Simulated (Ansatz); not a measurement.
Relaxed-ion elastic tensor of CoC (rock salt, space group No. 225) in GPa (Voigt order), DFT-PBEsol in the program Ansatz with PAW potentials; density 7.59 g/cm³, 7.76 Å³ per atom.

```
 611   204   204   0.0   0.0   0.0
 204   611   204   0.0   0.0   0.0
 204   204   611   0.0   0.0   0.0
 0.0   0.0   0.0  44.3   0.0   0.0
 0.0   0.0   0.0   0.0  44.3   0.0
 0.0   0.0   0.0   0.0   0.0  44.3
```

Problem. Is the crystal mechanically stable?

Solution. Yes: the smallest eigenvalue of C is 44.3 GPa.

Problem. Work out the Voigt, Reuss and Hill averages.

Solution. K_V = 340, K_R = 340, K_H = 340; G_V = 108, G_R = 64.5, G_H = 86.2 GPa.

Problem. Give Young's modulus, Poisson's ratio, Pugh's ratio and the universal anisotropy index.

Solution. E = 9KG/(3K + G) = 239 GPa; ν = 0.38; K/G = 3.94 (ductile by the Pugh limit of 1.75); A_U = 5G_V/G_R + K_V/K_R − 6 = 3.37.

Problem. Estimate the sound speeds and the Debye temperature.

Solution. v_l = √((K + 4G/3)/ρ) = 7740 m/s, v_t = √(G/ρ) = 3370 m/s, mean 3810 m/s; Θ = (h/k)(3n/4πV)^(1/3) v_m = 572 K.

Problem. Give the Zener ratio and Young's modulus along [100], [110] and [111].

Solution. A = 2C44/(C11 − C12) = 0.22; 1/E = S11 − 2(S11 − S12 − S44/2)Γ with Γ = 0, 1/4, 1/3 gives 509, 157, 127 GPa.

Space group Fm-3m (rock salt). The start of the workflow was typed in or built on a structure type; neither database checked (COD, Materials Project) lists it. Its standing as an ambient phase is unchecked. The cell was relaxed with PBEsol under the symmetry of its start; its stability against distortions is not shown here. The workflow began spin-polarised and lost its moments. The cell computed holds one magnetic atom, so no antiferromagnetic order was within reach. Its formation energy is positive at this level, so the cell may be metastable or incomplete. As this level gives no gap, shear constants depend on the k-mesh and smearing (Fermi–Dirac, 0.1 eV here). On the denser mesh and wider smearing of the elastic run this cell carries a stress of 0.3 GPa.

Potentials: the earlier of the program's two PAW sets. The files were generated under PBE; for other functionals the program regenerates the frozen cores, and for LDA and PBEsol the local potential too.
